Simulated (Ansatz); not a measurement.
GaAs:
```
GaAs
1.0
    0.00000     2.82963     2.82963
    2.82963     0.00000     2.82963
    2.82963     2.82963     0.00000
Ga As
1 1
Direct
  0.00000   0.00000   0.00000
  0.75000   0.75000   0.75000
```

x, y and z are the axes in which the lattice vectors are written.

**Question.** Give the high-frequency dielectric tensor and the Born effective charge tensors of the independent atoms from DFPT, PBEsol in the plane-wave PAW code Ansatz.

**Answer.** 
ε∞:
```
14.2  0.00  0.00
0.00  14.2  0.00
0.00  0.00  14.2
```
Z* of atom 1 (Ga), rows: field, columns: displacement, in e:
```
2.12  0.00  0.00
0.00  2.12  0.00
0.00  0.00  2.12
```
Z* of atom 2 (As), rows: field, columns: displacement, in e:
```
-2.12   0.00   0.00
 0.00  -2.12   0.00
 0.00   0.00  -2.12
```

Space group F-43m (zinc blende). The PBEsol relaxation kept the symmetry of its start. Scalar-relativistic: spin–orbit coupling is off unless named, which matters more the heavier the elements.

Potentials: the earlier of the program's two PAW sets. The files were generated under PBE; for other functionals the program regenerates the frozen cores, and for LDA and PBEsol the local potential too.
